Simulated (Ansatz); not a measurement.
Ansatz (a program for electronic structure) input:

Ansatz 0.2 input:
```yaml
crystal:
  lattice:
    - [0.0, 2.2340925329, 2.2340925329]
    - [2.2340925329, 0.0, 2.2340925329]
    - [2.2340925329, 2.2340925329, 0.0]
  atoms:
    - { symbol: Hf, position: [0.0, 0.0, 0.0] }
    - { symbol: N, position: [0.5, 0.5, 0.5] }
kpoints:
  mp_grid: { grid: [16, 16, 16] }
hamiltonian:
  xc: lda
  pseudopotentials: { azcp: { folder: ./paw }, kind: paw }
scf:
  occupations: { method: fermi_dirac, width: 0.1 }
phonons:
  method: dfpt
  response_accuracy: low
  eigenvectors: true
  rigid_motions: translations
```

Output (shortened):

```
Pseudopotential: Hf, paw, valence charge 26
Pseudopotential: N, paw, valence charge 5
Functional definition: SPW92
Crystal: 2 atoms, lattice volume = 22.301 Å³
Basis set: ecut = 420 eV, 411 PW (Γ), exchange–correlation on 48×48×48 points (8 copies of the dense FFT grid, shifted against one another)
Bands: 20, of which v1, the nominal top of the filled ones, is band 16 counted from 1 (15 counted from 0)
Symmetry: 48 space group operations
k-points: 349 of 4096 (irreducible under 8 space group operations, time reversal used)
SCF iter   1: F=—  HF=-15855.348573 eV  |F-HF|=—  |Δ(HF+E_count)|=         —  Δρ=4.67e-2  dr2=2.97e-1  ethr=3.10e-3  ⟨swp⟩=5.1  Hψ=31111  notcnv=0
preconditioner: auto → Kerker (q_TF=auto, 2.882 Å⁻¹)
SCF iter   2: F=—  HF=-15855.303758 eV  |F-HF|=—  |Δ(HF+E_count)|=   4.48e-2  Δρ=2.78e-2  dr2=7.72e-2  ethr=9.60e-4  ⟨swp⟩=2.0  Hψ=11111  notcnv=0  defer=3
SCF iter   3: F=—  HF=-15855.289225 eV  |F-HF|=—  |Δ(HF+E_count)|=   1.45e-2  Δρ=7.27e-3  dr2=9.20e-3  ethr=2.49e-4  ⟨swp⟩=1.0  Hψ=6988  notcnv=0  defer=3
SCF iter   4: F=—  HF=-15855.287099 eV  |F-HF|=—  |Δ(HF+E_count)|=   2.13e-3  Δρ=1.71e-3  dr2=4.82e-4  ethr=2.97e-5  ⟨swp⟩=2.5  Hψ=13003  notcnv=0  defer=3
SCF iter   5: F=—  HF=-15855.287101 eV  |F-HF|=—  |Δ(HF+E_count)|=   2.36e-6  Δρ=7.92e-4  dr2=9.53e-5  ethr=1.56e-6  ⟨swp⟩=3.1  Hψ=14744  notcnv=0  defer=3
SCF iter   6: F=—  HF=-15855.286995 eV  |F-HF|=—  |Δ(HF+E_count)|=   1.06e-4  Δρ=3.73e-4  dr2=2.08e-5  ethr=3.08e-7  ⟨swp⟩=2.1  Hψ=12622  notcnv=0  defer=3
SCF iter   7: F=—  HF=-15855.286967 eV  |F-HF|=—  |Δ(HF+E_count)|=   2.87e-5  Δρ=1.03e-4  dr2=1.59e-6  ethr=6.70e-8  ⟨swp⟩=2.5  Hψ=12644  notcnv=0  defer=3
SCF iter   8: F=—  HF=-15855.286965 eV  |F-HF|=—  |Δ(HF+E_count)|=   2.07e-6  Δρ=2.09e-5  dr2=9.26e-8  ethr=5.13e-9  ⟨swp⟩=2.5  Hψ=12662  notcnv=0  defer=3
SCF iter  11: F=-15855.286965 eV  HF=-15855.286965 eV  |F-HF|=0.00e0  |Δ(HF+E_count)|=  4.00e-11  Δρ=8.48e-8  dr2=9.26e-13  ethr=1.00e-12  ⟨swp⟩=5.6  Hψ=38464  notcnv=0
SCF 1 converged in 11 iterations: F = -15855.286965 eV  dr2 = 9.26e-13
DFPT response loops at Γ: preconditioner auto → Kerker (q_TF=auto, 2.882 Å⁻¹) (partly filled bands, converged f_vac=0.000) …
SCF converged after 11 iterations
Free energy (F): -15855.286965 eV
Harris-Foulkes:  -15855.286965 eV  (|F-HF|=0.00e0)
Internal energy: -15855.268422 eV  (E = F + TS)
E sigma→0 (E₀):  -15855.277693 eV
Entropy (-TS):   -0.018543 eV (-9.271 meV/atom)
Fermi energy:    22.550108 eV
--- Per-component energies (eV) ---
  E_band       = 143.228618
  E_kinetic    = 541.706557
  E_local      = -5864.261857  (includes V_loc(G=0)·N_el)
  E_nonlocal   = 111.408739
  E_hartree    = 2889.512101
  E_xc         = -325.455917
  E_vxc        = -332.941464  (∫ρ·V_xc dr)
  E_paw        = -7575.301456  (= ΣΔE_a)
  E_vpaw       = -91.708466  (= ΣTr[D̂ρ^β])
  E_aug_tail   = 0.000997  (compensation charges beyond the density's cutoff)
  E_ewald      = -5635.414718
  E_core_change = 2.537132  (= ΣΔE_core)
  E_smearing   = -0.018543  (= −TS)
  E_closure    =  0.000000  (closes the sum)
  Σ components = -15855.286965   (vs F -15855.286965, Δ=0.00e0)
  [band-id]    e_kinetic+e_local+e_nonlocal+2·e_hartree+e_vxc+e_vpaw+e_augmentation_tail = 143.228708   (vs E_band 143.228618, Δ=8.98e-5)
--- Band table (eV; the first three rows and the last of 349) ---
  k-point 0: bands = ["-40.0639", "-8.4242", "-8.4242", "-8.4242", "5.0633", "9.9751", "9.9751", "9.9751", "10.0139", "10.1252", "10.1252", "10.1252", "19.6466", "19.6466", "19.6466", "22.1077", "22.1077", "22.1077", "24.5062", "24.5062"]
  k-point 1: bands = ["-40.0611", "-8.4705", "-8.4279", "-8.4279", "5.1606", "9.9758", "9.9788", "9.9788", "10.0161", "10.1220", "10.1220", "10.1253", "19.2246", "19.3817", "19.3817", "22.2480", "22.2527", "22.2527", "24.8347", "24.8347"]
  k-point 2: bands = ["-40.0533", "-8.5999", "-8.4385", "-8.4385", "5.4392", "9.9791", "9.9895", "9.9895", "10.0226", "10.1131", "10.1131", "10.1256", "18.2903", "18.7805", "18.7805", "22.4907", "22.6272", "22.6272", "25.6788", "25.6788"]
  k-point 348: bands = ["-39.9676", "-9.0561", "-9.0561", "-8.8186", "6.8322", "10.0315", "10.0472", "10.0472", "10.0734", "10.0734", "10.1012", "10.1476", "16.3064", "17.0687", "17.0687", "23.7124", "23.7124", "28.2774", "28.4177", "28.9264"]
--- Phonons (Γ-DFPT): 2 representative perturbations + reference, on 349 of 4096 k-points (Σ response iterations 7) ---
  ASR residual: 1.724e-4 → 0.000e0 eV/Å²; symmetrization residual: 4.425e-6 eV/Å²
  ASR residual per site (eV/Å²): 1.72e-4 5.20e-5
  Γ frequencies (cm⁻¹): 0.00 0.00 0.00 514.76 514.76 514.76
  non-analytic LO–TO correction: not included (Born effective charges unavailable; polar crystals: no LO–TO splitting at Γ)
```

Cost: very roughly 40 core-seconds on shared cores.

Space group Fm-3m (rock salt). The LDA relaxation kept the symmetry of its start; of distortions, only those at the zone centre were tested. The run is not spin-polarised. With an odd number of electrons in the cell and no spin polarisation, the count alone makes it a metal. As this level gives no gap, phonon frequencies hold no LO–TO term and depend on the k-mesh and smearing (Fermi–Dirac, 0.1 eV here). Scalar-relativistic: spin–orbit coupling is off unless named, which matters more the heavier the elements.

Potentials: the earlier of the program's two PAW sets.

Ansatz is a plane-wave DFT program.
